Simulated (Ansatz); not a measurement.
The relaxed structure here is a generated cell of Mo: the first start was made by placing the elements on the sites of a structure type, and the end was not matched to a known phase here, so it may be hypothetical. Known forms of Mo include space group No. 229.

A relaxed cell of Mo (Pm-3m (No. 221)), relaxed on a k-mesh at least as fine as the one used below. Method: PBE (plane waves to 420 eV, PAW, scalar-relativistic; Ansatz, an electronic-structure program). Γ-centred k-mesh 6×12×12 on the run's cell (coarser than for final values), Fermi–Dirac smearing 0.05 eV.

```xyz
2
Lattice="5.1979 0.0000 0.0000 0.0000 2.5989 0.0000 0.0000 0.0000 2.5989" Properties=species:S:1:pos:R:3 pbc="T T T"
Mo     0.0000     0.0000     0.0000
Mo     2.5989     0.0000     0.0000
```

The atoms are displaced along an unstable phonon of this cell by (Å):

| atom | ux | uy | uz |
|---|---|---|---|
| Mo1 | 0.000 | 0.000 | -0.150 |
| Mo2 | 0.000 | 0.000 | 0.150 |

Question: What forces (eV/Å) and pressure result?

Answer: 
```csv
atom,Fx,Fy,Fz
Mo1,0.00,0.00,-0.56
Mo2,0.00,0.00,0.56
```

Pressure 0.0 GPa.

The undisplaced cell is probably no minimum: from this displacement the run went on to Cmmm (No. 65), 0.29 eV/atom below it.

No spin polarisation in the result.
